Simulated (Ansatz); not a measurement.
A relaxed 1×1 slab of 5 planes, cut along (111) from a fcc crystal of one element, has a cell area of 6.10 Å² and a bulk spacing of 2.168 Å between its first planes. All-electron LAPW in Ansatz 0.2.0 (LDA, scalar-relativistic, no spin polarisation) gives γ = 2.64 J/m², Φ = 5.57 eV and a change of the outer spacing of -1.9 %. The fcc structure needn't be the element's own.

Question: Which element is it?

Answer: Rh. This is the case that was computed; others weren't tested.
